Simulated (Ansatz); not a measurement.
Structure: In3GaAs4 as one 8-atom ordering (Cm) on the zincblende lattice, at its r2SCAN minimum. It is monoclinic, Cm (No. 8); conventional cell a = 14.065 Å, b = 4.240 Å, c = 7.352 Å, β = 100.0°, 26.99 Å³ an atom. Ga has 4 As at 2.46–2.52 Å; In has 4 As at 2.63–2.67 Å; In has 4 As at 2.61–2.64 Å; In has 4 As at 2.62–2.65 Å; As has 2 Ga at 2.52 Å and 2 In at 2.65–2.67 Å; As has 1 Ga at 2.48 Å and 3 In at 2.64–2.65 Å; As has 1 Ga at 2.46 Å and 3 In at 2.62–2.63 Å; As has 4 In at 2.61–2.63 Å.

3 runs of Ansatz on this cell differ in the functional (and in the settings that go with it). Levels are in eV from each run's valence top; v1 is the last filled band, c1 the first empty one.

Run A, mean stress +2.2 GPa (compression positive):

| point | v5 | v3 | v1 | c1 | c2 | c3 |
| --- | --- | --- | --- | --- | --- | --- |
| Γ | -1.04 | -0.31 | -0.03 | 0.01 | 0.90 | 2.04 |
| C | -2.67 | -1.83 | -1.23 | 2.17 | 2.35 | 2.52 |
| Y₂ | -1.02 | -0.61 | -0.47 | 0.71 | 1.02 | 1.48 |
| M₂ | -1.81 | -1.58 | -0.51 | 1.54 | 2.15 | 2.26 |
| D | -2.16 | -1.98 | -1.21 | 1.67 | 1.75 | 1.94 |
| A | -1.36 | -0.99 | -0.85 | 1.73 | 2.29 | 2.37 |

Run B, mean stress 0.0 GPa (compression positive):

| point | v5 | v3 | v1 | c1 | c2 | c3 |
| --- | --- | --- | --- | --- | --- | --- |
| Γ | -1.13 | -0.06 | 0.00 | 0.45 | 1.60 | 2.71 |
| C | -2.86 | -1.98 | -1.32 | 2.83 | 3.02 | 3.26 |
| Y₂ | -1.10 | -0.67 | -0.51 | 1.39 | 1.72 | 2.14 |
| M₂ | -1.92 | -1.73 | -0.56 | 2.24 | 2.90 | 2.96 |
| D | -2.34 | -2.10 | -1.32 | 2.32 | 2.37 | 2.60 |
| A | -1.49 | -1.08 | -0.93 | 2.44 | 3.02 | 3.12 |

Run C, mean stress 0.0 GPa (compression positive):

| point | v5 | v3 | v1 | c1 | c2 | c3 |
| --- | --- | --- | --- | --- | --- | --- |
| Γ | -1.08 | -0.08 | 0.00 | 0.13 | 1.25 | 2.34 |
| C | -2.74 | -1.89 | -1.27 | 2.47 | 2.66 | 2.86 |
| Y₂ | -1.06 | -0.64 | -0.48 | 1.02 | 1.37 | 1.83 |
| M₂ | -1.85 | -1.63 | -0.53 | 1.83 | 2.51 | 2.59 |
| D | -2.23 | -2.01 | -1.26 | 1.97 | 2.03 | 2.26 |
| A | -1.41 | -1.02 | -0.88 | 2.02 | 2.63 | 2.72 |

**Question.** Match the runs to PBE, r2SCAN, HSE06.

**Answer.** A is PBE, B is HSE06, C is r2SCAN. In order of the gap: PBE 0.01, r2SCAN 0.13, HSE06 0.45 eV.

No spin polarisation. The prototype was imposed, so other structures may be more stable.

Spin-orbit coupling is left out, which matters wherever the heavy atoms make up the band edges.

The stress of a hybrid is loosely converged in these runs.

Gaps or overlaps of about a tenth of an eV are at the limit of these meshes: between the points read a gap can be smaller or closed.

The meshes of the hybrids are coarse, so their gaps aren't converged to the digits shown.
